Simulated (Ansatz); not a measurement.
CuAu:
Space group R-3m, hexagonal axes (No. 166); a = 2.859 Å, b = 2.859 Å, c = 12.588 Å, α = 90.00°, β = 90.00°, γ = 120.00°

```json
[
 {"atom": "Cu", "site": "3b", "symmetry": "-3m", "x": "0.0000", "y": "0.0000", "z": "0.5000"},
 {"atom": "Au", "site": "3a", "symmetry": "-3m", "x": "0.0000", "y": "0.0000", "z": "0.0000"}
]
```
(The calculation used a cell of 2 atoms; values per cell refer to that cell.)

Relaxed at zero pressure with DFT-r²SCAN in the program Ansatz with PAW potentials.

The volume is raised by 3 % and shape and atoms relax at that volume. What pressure results, and how do the axes share the change?

-4.1 GPa; a 1.2 %, b 1.2 %, c 0.5 %; the energy rises by 6 meV/atom.

Give the new structure.


Space group R-3m, hexagonal axes (No. 166); a = 2.895 Å, b = 2.895 Å, c = 12.651 Å, α = 90.00°, β = 90.00°, γ = 120.00°

| atom | site | symmetry | x | y | z |
|---|---|---|---|---|---|
| Cu | 3b | -3m | 0.0000 | 0.0000 | 0.5000 |
| Au | 3a | -3m | 0.0000 | 0.0000 | 0.0000 |

The phase is kept; no other phase was compared at this pressure.

The first step of the workflow began from a Materials Project structure, measured or hypothetical; the Crystallography Open Database copy checked does not list it. It is not the phase usual at ambient conditions (space group No. 123). The r²SCAN relaxation kept the symmetry of its start; its stability against distortions is not shown here. The run is not spin-polarised. Axis ratios of metals converge slowly with the k-mesh, so a and c are less sure than the volume. Scalar-relativistic: spin–orbit coupling is off unless named, which matters more the heavier the elements.

Potentials: the later of the program's two PAW sets.
